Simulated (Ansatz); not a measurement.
AlCr$_{2}$C in space group P6_3/mmc (No. 194; Al on 2d, Cr on 4f, C on 2a) under volume change, PBEsol in the plane-wave PAW code Ansatz, shape and atoms relaxed at each volume.

```
V (Å³/atom)  E − E(relaxed) (meV/atom)  P (GPa)
-----------  -------------------------  -------
9.814                                …        …
10.138                            27.4    14.29
10.461                             6.5     6.60
10.785                             0.0     0.01
11.109                             5.8    -5.58
11.432                            22.0   -10.35
11.756                               …        …
```

**Question.** Complete the blanks.

**Answer.** 
- 11.756, E − E(relaxed) (meV/atom): 47.1
- 11.756, P (GPa): -14.36
- 9.814, E − E(relaxed) (meV/atom): 65.1
- 9.814, P (GPa): 23.32

**Question.** What does a third-order Birch–Murnaghan fit give for V₀, B₀ and B′?

**Answer.** V₀ = 10.79 Å³/atom, B₀ = 201 GPa, B′ = 4.3.

The cell was relaxed with PBEsol under the symmetry of its start. The run is not spin-polarised.

Potentials: the earlier of the program's two PAW sets. The files were generated under PBE; for other functionals the program regenerates the frozen cores, and for LDA and PBEsol the local potential too.
